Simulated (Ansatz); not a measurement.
Values for one crystal, relaxed and computed with LDA (plane waves, PAW; program Ansatz); other levels are named.

| Item | Result |
|---|---|
| Volume per atom | 12.04 Å³ |
| Electronic character | metallic (no gap) |
| Debye temperature from the elastic constants | 444 K |
| Hill bulk and shear moduli | 208 and 95.2 GPa |
| Formation energy from the elements (no fitted shifts) | -0.23 eV/atom |
| Mechanical stability | stable (all eigenvalues of C positive) |
| Poisson's ratio | 0.30 |

Problem. Pick the material that matches.
A. ZnAu, CsCl type
B. InPd, CsCl type
C. Ni3Sn, Cu3Au type
D. ScIr, CsCl type

Solution. C, Ni3Sn, Cu3Au type

Space group Pm-3m (Cu3Au type). The workflow started from a Materials Project entry (that database holds measured and hypothetical structures alike); the Crystallography Open Database files this formula in space group No. 221, but the cells were not matched. Whether it is the stable phase at ambient conditions was not checked. Symmetry was held in the LDA relaxation; of distortions, only those at the zone centre were tested. The run is not spin-polarised. As this level gives no gap, shear constants depend on the k-mesh and smearing (Fermi–Dirac, 0.1 eV here). The references are the lowest solids computed at this level, not always the standard phases. Scalar-relativistic: spin–orbit coupling is off unless named, which matters more the heavier the elements.

Potentials: the later of the program's two PAW sets.
